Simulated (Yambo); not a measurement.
G0W0@LDA for CsH (CsCl type, space group Pm-3m, No. 221) in Yambo. Reference settings: 4×4×4 Γ-centred k mesh, 121 bands and a 10 Ry block in the screening, 121 bands in G with the Bruneval-Gonze terminator, plasmon pole fitted at 27.2 eV. The LDA gap R → X on this mesh is 2.30 eV; G0W0 gaps are taken between the same points.

Gap (R → X) in eV against the number of bands and the screening block, terminator on:

| bands (W and G) | 2 Ry | 4 Ry | 6 Ry | 8 Ry | 10 Ry |
|---|---|---|---|---|---|
| 20 | 4.100 | 4.144 | 4.150 | 4.160 | 4.161 |
| 39 | 4.062 | 4.221 | 4.234 | 4.258 | 4.260 |
| 63 | 4.044 | 4.246 | 4.268 | 4.312 | 4.321 |
| 90 | 4.041 | 4.255 | 4.279 | 4.339 | 4.350 |
| 121 | 4.040 | 4.255 | 4.279 | 4.348 | 4.363 |

Rough cost of the Yambo step against the reference (shared machines):

```
bands (W and G)  2 Ry  4 Ry  6 Ry  8 Ry  10 Ry
---------------  ----  ----  ----  ----  -----
20               1/10  1/10   1/9   1/7    1/4
39                1/7   1/6   1/6   1/4    1/3
63                1/5   1/4   1/4   1/3     ~1
90                1/3   1/3   1/3    ~1     ~1
121               1/2   1/2    ~1    ~1      1
```

At the largest block the last step in bands moves the gap by 0.013 eV; at the most bands the last step in the block moves it by 0.015 eV.

Geometry of the Materials Project entry, not relaxed at this level; primitive cell a = b = c = 3.8184 Å, α = β = γ = 90.00°.

The structure is a Materials Project entry; no match was found in the copy of COD used, and its stability was not checked.
